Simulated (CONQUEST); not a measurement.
## Worked estimates from a calculation on BaTiO3 (P4mm, 5 atoms in the cell; from Materials Project mp-5986)

```
BaTiO3
1.0
    3.99038     0.00000     0.00000
    0.00000     3.99038     0.00000
    0.00000     0.00000     4.10266
Ba Ti O
1 1 3
Direct
  0.50000   0.50000   0.58254
  0.00000   0.00000   0.10004
  0.00000   0.50000   0.06422
  0.50000   0.00000   0.06422
  0.00000   0.00000   0.54897
```

All values come from this method and carry its errors: PBE, numerical atomic orbitals double-zeta with polarisation (the shipped basis), PseudoDojo norm-conserving potentials made for PBE (CONQUEST).

Main settings: basis = DZP; Diag.MPMeshX, Y, Z = 5 5 5; potentials = PseudoDojo norm-conserving PBE; Grid.GridCutoff = 175 Ha; DM.SolutionMethod = diagon; Diag.SmearingType = 1; Diag.kT = 0.000367 Ha; Diag.GammaCentred = true.

The program uses no crystal symmetry, so grid and mesh can part values that symmetry would make equal. The atom-centred basis is finite, which shifts total energies, pressures and forces against plane waves. The structure comes from a collection of computed structures, made at another level of theory; the collection holds predicted forms beside known ones.

The cell was also run at V = 64.674 Å³ (F = -3737.48957 eV, P = 5.31 GPa) and V = 65.980 Å³ (F = -3737.51862 eV, P = 1.86 GPa), scaled uniformly; the base has V = 65.327 Å³, P = 3.52 GPa and F₀ = -3737.50760 eV.

Question: Check the pressure against the energies, and estimate the bulk modulus and the volume of zero pressure.

Answer: P = −dF/dV ≈ −(-0.02905 eV)/(1.306 Å³) = 0.02224 eV/Å³; times 160.218 GPa per eV/Å³ this is 3.56 GPa, against 3.52 GPa from the stress tensor. B = −V dP/dV ≈ −65.327 × (-3.45 GPa)/(1.306 Å³) = 173 GPa at this volume. The curvature of the energies, B = V (F₊ + F₋ − 2F₀)/(ΔV/2)², gives 172 GPa. To first order the pressure vanishes at V0 ≈ V(1 + P/B) = 66.66 Å³, so all lengths change by about 0.68 %. Shape and fractional positions were held, which usually makes B too large where they are free.

Atom 2 (Ti, mass 47.87 u) was moved by −0.04 and +0.04 Å along y. The force on it along y was 0.052 and -0.052 eV/Å, and the free energy of the cell changed by 1.12 and 1.12 meV.

Question: Find the force constant in two ways and the frequency of this atom against fixed neighbours.

Answer: From the forces, k = −(F₊ − F₋)/(2u) = −(-0.052 − (0.052))/0.080 = 1.30 eV/Å². From the energies, k = (ΔE₊ + ΔE₋)/u² = 0.00224 eV/(0.04 Å)² = 1.40 eV/Å². They differ by about 8 %; finite steps, anharmonic terms and grid noise can each give a difference of this size. With ν = 15.633 THz × √(k/m) for k in eV/Å² and m in u, ν = 2.6 THz (86 cm⁻¹). All periodic images move together and the other atoms are held, so this is no normal mode of the crystal.
